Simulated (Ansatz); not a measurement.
Structure relaxation, GaIr

The start is a relaxed GaIr cell, doubled along one cell vector, shaken by Gaussian noise of σ = 0.08 Å a coordinate. The cell and all atomic positions are relaxed at zero pressure with PBEsol (plane waves to 420 eV, PAW, scalar-relativistic; Ansatz, a first-principles code). The first steps use a coarse 11×6×11 k-mesh.

The start:
```yaml
crystal:
  lattice:
    - [3.01969, 0.00000, 0.00000]
    - [0.00000, 6.03938, 0.00000]
    - [0.00000, 0.00000, 3.01969]
  atoms:
    - { symbol: Ga, position: [0.48795, 0.25874, 0.48749] }
    - { symbol: Ga, position: [0.52771, 0.75153, 0.50930] }
    - { symbol: Ir, position: [0.99640, 0.98763, 0.00403] }
    - { symbol: Ir, position: [0.02099, 0.51921, 0.02295] }
```

Task: What pressure does the first self-consistent step give?

Result: +2.9 GPa (positive: the cell is compressed).

Task: Which atoms feel the largest initial force, and how large is it?

Result: 1.81 eV/Å, on Ir3 (atoms numbered as listed).

Task: How do the shortest distances between atoms change?

Result: The closest pairs of elements (up to four, under 3.6 Å), start → end: Ga–Ir 2.50 → 2.62 Å; Ir–Ir 2.83 → 3.02 Å; Ga–Ga 2.98 → 3.02 Å.

Task: Is the relaxed structure metallic? Give its gap.

Result: No gap (metallic).

Final values are on a 15×15×15 k-mesh of the relaxed cell. No spin polarisation in the result.
